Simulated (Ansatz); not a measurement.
# Al (Fm-3m): elasticity against pressure

```
Al
1.0
     0.00000    1.99119    1.99119
     1.99119    0.00000    1.99119
     1.99119    1.99119    0.00000
Al
1
Direct
  0.00000 0.00000 0.00000
```

This is the zero-pressure cell. At each pressure cell and atoms are relaxed in this structure, and the constants are slopes of the stress at strains of ±0.005 with relaxed ions (the coefficients that govern stability under load). Level: LDA, PAW on Ansatz 0.2.0's default frozen-core files (fitted under PBE), scalar-relativistic; k mesh 24×24×24, strains of ±0.005, Fermi-Dirac smearing of 0.050 eV, cutoff 420 eV. P is the pressure of the relaxed cell, less that of this one.

```csv
P (GPa),V/V₀,C11 (GPa),C12 (GPa),C44 (GPa)
0.00,1.0000,104.6,72.4,12.3
1.03,0.9880,112.4,75.7,15.8
1.97,?,?,?,?
4.00,0.9574,138.6,83.2,28.1
7.00,0.9312,168.8,88.2,42.2
10.00,0.9084,198.3,92.7,55.7
15.00,0.8761,238.4,103.2,73.5
```

Q: Does the bulk modulus from the constants agree with the pressure-volume curve?

A: A third-order Birch-Murnaghan fit to the volumes shown (F against f, f = [(V₀/V)^(2/3) − 1]/2) gives B₀ = 82.9 GPa and B′ = 4.7. Its −V dP/dV stands beside (C11 + 2C12)/3:

```
P (GPa)  from P(V)  from the constants
   0.00       82.9                83.1
   1.03       87.7                87.9
   4.00      101.4               101.6
   7.00      114.8               115.0
  10.00      127.8               127.9
  15.00      149.2               148.3
```

Q: What are the pressure derivatives at zero pressure?

A: Slopes at V₀ of quadratic fits in −ln(V/V₀) through the first four rows shown, divided by B₀: dC11/dP = 7.1, dC12/dP = 3.5, dC44/dP = 3.3. The mean slopes up to 4.0 GPa are 8.5, 2.7, 3.9; curvature and scatter of the constants part the two. The combination (dC11/dP + 2 dC12/dP)/3 = 4.7 stands against B′.

Q: Fill the row at 1.97 GPa.

A: Cubic fits in −ln(V/V₀) through all rows shown give C11 = 119.7, C12 = 78.7, C44 = 19.3 GPa. Computed: V/V₀ = 0.9777, C11 (GPa) = 120.1, C12 (GPa) = 78.4, C44 (GPa) = 19.4.

Q: Does a shear stiffness soften?

A: C44 goes from 12.3 to 73.5 GPa; (C11 − C12)/2 goes from 16.1 to 67.6 GPa. Neither ends more than 3 % under its start, and the lattice stays mechanically stable over this range.

Caveats: no other phase was computed; many crystals of this kind change structure within this range, and rows or crossings beyond such a change describe a metastable lattice; frozen-core PAW files fitted under PBE, their cores solved anew for the functional of the run; responses of metals move with mesh and smearing; phonons weren't checked at these pressures.
